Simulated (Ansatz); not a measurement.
Zr (hcp (Mg type)), relaxed and computed with several functionals in Ansatz (plane waves, PAW).

| functional | a (Å) | c (Å) | V (Å³/atom) | B₀ by P(V) fit (GPa) | K_Hill (GPa) | G_Hill (GPa) | Θ_D (K) |
|---|---|---|---|---|---|---|---|
| LDA | 3.143 | 5.092 | 21.77 | 101 | 103 | 21.9 | 214 |
| PBEsol | 3.183 | 5.118 | 22.46 | 97.6 | 98.7 | 28.2 | 243 |
| r²SCAN+D4 | ___ | ___ | ___ | ___ | ___ | ___ | ___ |
| r²SCAN | 3.247 | 5.152 | 23.51 | 95.2 | 94.8 | 37.1 | 280 |
| PBE+D3(BJ) | 3.183 | 5.116 | 22.44 | 97.0 | 98.1 | 30.3 | 252 |

Task: What belongs in the gaps?

Result: 
- r²SCAN+D4, a (Å): 3.242
- r²SCAN+D4, c (Å): 5.145
- r²SCAN+D4, V (Å³/atom): 23.41
- r²SCAN+D4, B₀ by P(V) fit (GPa): 95.7
- r²SCAN+D4, K_Hill (GPa): 95.4
- r²SCAN+D4, G_Hill (GPa): 37.2
- r²SCAN+D4, Θ_D (K): 280

All cells were relaxed under the symmetry of their starts (and spin orders); stability against distortions was not tested throughout. Rows with no word on spin ran without spin polarisation. Spin–orbit coupling is left out wherever it is not named.

Potentials: the later of the program's two PAW sets.

Ansatz (a quantum-chemistry and plane-wave program) is a plane-wave DFT program.
